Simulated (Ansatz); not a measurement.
PbO2 in the rutile structure was put through Ansatz (plane waves). The cell was relaxed with r2SCAN and then strained, so it isn't that functional's minimum.

The cell given to it:
```cif
data_structure
_symmetry_space_group_name_H-M 'P 1'
_symmetry_Int_Tables_number 1
_cell_length_a 4.9838
_cell_length_b 4.9838
_cell_length_c 3.4076
_cell_angle_alpha 90.000
_cell_angle_beta 90.000
_cell_angle_gamma 90.000
_cell_volume 84.64
loop_
_atom_site_label
_atom_site_type_symbol
_atom_site_fract_x
_atom_site_fract_y
_atom_site_fract_z
_atom_site_occupancy
Pb1 Pb 0.00000 0.00000 0.00000 1
Pb2 Pb 0.50000 0.50000 0.50000 1
O1 O 0.30721 0.30721 0.00000 1
O2 O 0.19279 0.80721 0.50000 1
O3 O 0.80721 0.19279 0.50000 1
O4 O 0.69279 0.69279 0.00000 1
```

The log, with set-up remarks and timings taken out:
```
scf.n_extra_bands = 5 over 26 filled bands (N_el = 52.0): the run solves 31 bands
Crystal: 6 atoms, lattice volume = 84.641 Å³
Basis set: ecut = 420 eV, 1647 PW (Γ)
Bands: 31, of which v1, the nominal top of the filled ones, is band 26 counted from 1 (25 counted from 0)
Symmetry: 16 space group operations
Space group: P42/mnm (ITA 136)
k-points: 50 of 288
preconditioner: auto → Resta (q_TF=auto, 2.516 Å⁻¹)  ε∞=4.5  [σ=0.020 eV  ℏωp=29.1 eV]
SCF 1 converged in 6 iterations: F = -26077.380279 eV  dr2 = 3.64e-8
SCF converged after 6 iterations
Free energy (F): -26077.380279 eV
Internal energy: -26077.379962 eV  (E = F + TS)
E sigma→0 (E₀):  -26077.380120 eV
Entropy (-TS):   -0.000318 eV (-0.053 meV/atom)
Fermi energy:    7.998346 eV
--- Per-component energies (eV) ---
  E_band       = -83.181348
  E_kinetic    = 1282.484195
  E_local      = -3427.048969
  E_nonlocal   = 904.434482
  E_hartree    = 1319.360159
  E_xc         = -726.702998
  E_vxc        = -630.276277
  E_paw        = -21468.569182
  E_vpaw       = -851.504932
  E_ewald      = -3961.347266
  E_smearing   = -0.000318
--- Forces (eV/Å), atoms counted from 1 ---
  atom   1  Pb      0.00000      0.00000      0.00000
  atom   2  Pb      0.00000      0.00000      0.00000
  atom   3  O     -0.01455    -0.01455      0.00000
  atom   4  O       0.01455    -0.01455      0.00000
  atom   5  O     -0.01455      0.01455      0.00000
  atom   6  O       0.01455      0.01455      0.00000
--- Stress (GPa, compression-positive) ---
        5.946626       0.000000       0.000000
        0.000000       5.946626       0.000000
        0.000000       0.000000       7.011347
  P = ⅓ Tr σ = 6.3015 GPa (63.015 kbar)
--- Band table (eV; the first three rows and the last of 50) ---
  k-point 0: bands = […, 6.2220, 7.3412, 7.3738, 7.3738, 7.3770, 7.3770, 8.0485, 12.2666, 13.8854, 13.8854, …]
  k-point 1: bands = […, 6.6090, 6.8406, 6.8406, 7.4626, 7.4626, 7.9482, 8.2649, 12.3811, 14.4421, 14.4421, …]
  k-point 2: bands = […, 6.0021, 6.1675, 6.2051, 7.4121, 7.4121, 7.6714, 9.7179, 12.4993, 15.6739, 15.6739, …]
  k-point 49: bands = […, 6.1356, 6.1356, 7.3035, 7.3035, 7.4473, 7.4473, 10.8306, 10.8306, 16.3505, 16.3505, …]
```

bands.tsv, columns around the gap (it counts bands from 0):
```tsv
# k_distance	band_21	band_22	band_23	band_24	band_25	band_26	band_27	band_28	band_29
# fermi_ev = 7.998346
# [0, 0, 0] at k_distance = 0.000000
# [0, 0.5, 0] at k_distance = 0.630355
# [0.5, 0.5, 0] at k_distance = 1.260710
# [0, 0, 0.5] at k_distance = 2.543150
# [0, 0.5, 0.5] at k_distance = 3.173505
# [0.5, 0.5, 0.5] at k_distance = 3.803860
# [-0.042236, -0.042236, 0.09375] at k_distance = 5.026860
# [-0.105387, -0.105387, -0.016357] at k_distance = 5.259013
# levels_relative_to = fermi_ev
0.000	-0.657	-0.625	-0.625	-0.621	-0.621	0.050	4.268	5.887	5.887
0.630	-1.350	-0.664	-0.664	-0.404	-0.404	2.430	2.430	6.498	6.498
1.261	-1.599	-0.680	-0.680	-0.509	-0.509	2.844	2.844	6.765	6.765
2.543	-2.027	-1.141	-1.141	-0.811	-0.811	3.757	3.757	8.905	8.905
3.174	-1.091	-0.806	-0.806	-0.220	-0.220	4.068	4.068	7.350	7.350
3.804	-1.863	-0.695	-0.695	-0.551	-0.551	2.832	2.832	8.352	8.352
5.027	-0.972	-0.964	-0.572	-0.538	-0.016	-0.016	4.312	6.225	6.233
5.259	-0.847	-0.661	-0.646	-0.593	-0.034	-0.034	4.098	5.990	6.028
```
In order the rows are Γ, X, M, Z, R, A, (-0.042, -0.042, 0.094), (-0.105, -0.105, -0.016).

Task: What input produced it? Give the YAML.

Result:
```yaml
crystal:
  # lattice and atoms as above
kpoints:
  mp_grid: { grid: [6, 6, 8] }
  band_path:
    path:
      - [0.0, 0.0, 0.0]
      - [0.0, 0.5, 0.0]
      - [0.5, 0.5, 0.0]
      - [0.0, 0.0, 0.5]
      - [0.0, 0.5, 0.5]
      - [0.5, 0.5, 0.5]
      - [-0.042236, -0.042236, 0.09375]
      - [-0.105387, -0.105387, -0.016357]
    npoints: 1
hamiltonian:
  xc: pbe
scf:
  occupations: { method: fermi_dirac, width: 0.02 }
  n_extra_bands: 5
output:
  forces: true
  stress: true
  eigenvalues: true
```
There is no exchange loop, so no exact exchange. The compression on the r2SCAN cell fits PBE, which tends to larger cells. A single point prints forces and stress when the output block asks for them. Close relatives of this functional can't be ruled out from these lines alone. Keys that only write grids to files are left aside. Keys that aren't typed take their defaults; thresholds and the kind of smearing can't be read off these lines.

PBE gives no gap: the lowest nominally empty band dips 0.02 eV below the top of the last filled one (its bottom at k = (-0.105, -0.105, -0.016), the top at k = (-0.042, -0.042, 0.094)), so the cell is a metal or semimetal at this level.

Run as `ansatz run input.yaml --threads 2 --pin off --max-ram 29491MiB --backend cpu --events-out ev --progress --plain --runs-dir out`. It took 3.3 s on 2 threads of AMD EPYC 7R13 Processor (Zen 3), with other jobs on the host, load about 0.6 per core; peak host memory 0.55 GiB.

No spin polarisation and no zero-point or thermal motion.

No spin-orbit coupling is included; it can move band edges with weight on the heavy atoms by tenths of an eV.
